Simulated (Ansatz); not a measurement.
Put Ca4F in F-43m (No. 216): Ca on 16e; F on 4b.

Theory: DFT PBE, scalar-relativistic, plane waves, PAW in Ansatz 0.2.0. Cutoff 420 eV, Γ-centred mesh, Gaussian smearing, no spin polarisation.

Energies over the elements count from the elements' standard structures at the same level (F₂ as a molecule), with no fitted energy shifts.

Question: Give the relaxed lattice parameters and positions.

Answer:

Space group F-43m (No. 216). a = 10.745 Å, b = 10.745 Å, c = 10.745 Å, α = 90.00°, β = 90.00°, γ = 90.00°
| atom | site | symmetry | x | y | z |
| --- | --- | --- | --- | --- | --- |
| Ca | 16e | .3m | 0.8722 | 0.3722 | 0.1278 |
| F | 4b | -43m | 0.5000 | 0.0000 | 0.0000 |

Around Ca lie 1 F at 2.38 Å and 6 Ca at 3.71–3.88 Å; F has 4 Ca at 2.38 Å. Another local minimum with the same sites may exist.

Question: And its energy and gap?

Answer: The formation energy is −0.43 eV/atom. The gap on the 6×6×6 mesh of the 5-atom cell is 0 eV (a metal). It lies below the elements, which doesn't yet make it stable against other compounds or structures.

The last run used Gaussian smearing of 0.10 eV. The cell is a metal run without spin; a magnetic state may lie lower. A structure relaxed within its symmetry needn't be a true minimum.
